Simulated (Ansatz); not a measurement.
Si2Mo:
```
CELL_PARAMETERS angstrom
      1.98797    -6.41902     0.00000
      1.98797     6.41902     0.00000
      0.00000     0.00000     3.28821
ATOMIC_POSITIONS crystal
  Si 0.92938 0.07062 0.75000
  Si 0.07062 0.92938 0.25000
  Si 0.23885 0.76115 0.75000
  Si 0.76115 0.23885 0.25000
  Mo 0.60755 0.39245 0.75000
  Mo 0.39245 0.60755 0.25000
```

Relaxed with PBE. Special points in fractions of this cell's reciprocal vectors: Γ (0.000, 0.000, 0.000); Y (-0.500, 0.500, 0.000); C0 (-0.274, 0.726, 0.000); Σ0 (0.274, 0.274, 0.000); Z (0.000, 0.000, 0.500); A0 (0.274, 0.274, 0.500); E0 (-0.274, 0.726, 0.500); T (-0.500, 0.500, 0.500); S (0.000, 0.500, 0.000); R (0.000, 0.500, 0.500).

List the band energies nearest the Fermi level at these points for the program Ansatz at the PBE level (PAW).

In eV from the Fermi level; about four levels below and three above (degenerate sets whole), none deeper than 8.9 eV; points with the same levels are listed once.

```
k                     below                above
--  -----------------------  -------------------
Γ   -1.05 -0.70 -0.59 -0.41       0.09 0.25 0.98
Y   -1.60 -1.06 -0.85 -0.23       0.33 0.52 0.97
C0  -1.38 -1.14 -0.75 -0.53       1.57 2.17 2.63
Z   -2.70 -2.70 -1.79 -1.79  0.07 0.07 0.72 0.72
A0  -2.93 -2.93 -0.44 -0.44  1.49 1.49 2.21 2.21
T   -2.66 -2.66 -1.40 -1.40  1.32 1.32 2.33 2.33
S   -1.25 -0.98 -0.80 -0.64       1.42 2.11 3.17
R   -2.83 -2.83 -0.47 -0.47  1.46 1.46 2.27 2.27
```

Space group Cmcm. The cell is a constructed one: a structure type filled with these elements; neither database checked (COD, Materials Project) lists it. It is not the phase usual at ambient conditions (space group No. 139). The cell was relaxed with PBE under the symmetry of its start; whether a distortion lowers the energy is not shown. The run is not spin-polarised. Scalar-relativistic: spin–orbit coupling is off unless named, which matters more the heavier the elements.

Potentials: the later of the program's two PAW sets.
